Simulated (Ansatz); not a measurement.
Method: DFT PBE, scalar-relativistic, plane waves, PAW (Ansatz). Cutoff 420 eV, Γ-centred 8×8×8 mesh (5-atom cell), Gaussian smearing of 0.10 eV, no spin polarisation.

Formation energies are uncorrected and count from the elements' standard states at the same level.

**Question.** Find a candidate cubic metal that holds F and 2 more elements, with a formation energy near −0.81 eV/atom and a density near 10.82 g/cm³, in a cell of 5 atoms. Its symmetry should be Pm-3m (No. 221).

**Answer.** Lu₃PbF, space group Pm-3m (No. 221). Lu is surrounded by 2 F at 2.43 Å, 4 Pb at 3.44 Å and 8 Lu at 3.44 Å; Pb has 12 Lu at 3.44 Å; F has 6 Lu at 2.43 Å.

Space group Pm-3m (No. 221). a = 4.867 Å, b = 4.867 Å, c = 4.867 Å, α = 90.00°, β = 90.00°, γ = 90.00°
| atom | site | symmetry | x | y | z |
| --- | --- | --- | --- | --- | --- |
| Lu | 3c | 4/mm.m | 0.0000 | 0.5000 | 0.5000 |
| Pb | 1a | m-3m | 0.0000 | 0.0000 | 0.0000 |
| F | 1b | m-3m | 0.5000 | 0.5000 | 0.5000 |

The volume per atom is 23.06 Å³, the density is 10.82 g/cm³ and the energy over the elements is −0.81 eV/atom. The gap on the 8×8×8 mesh of the 5-atom cell is 0 eV (a metal).

It was reached by relaxing an invented guess, and it needn't be the stable form of this composition. Other answers may fit too; this one was computed.

These runs have no spin–orbit coupling, which can matter for Pb. Symmetry constrained the relaxation, so the result can be a saddle point.
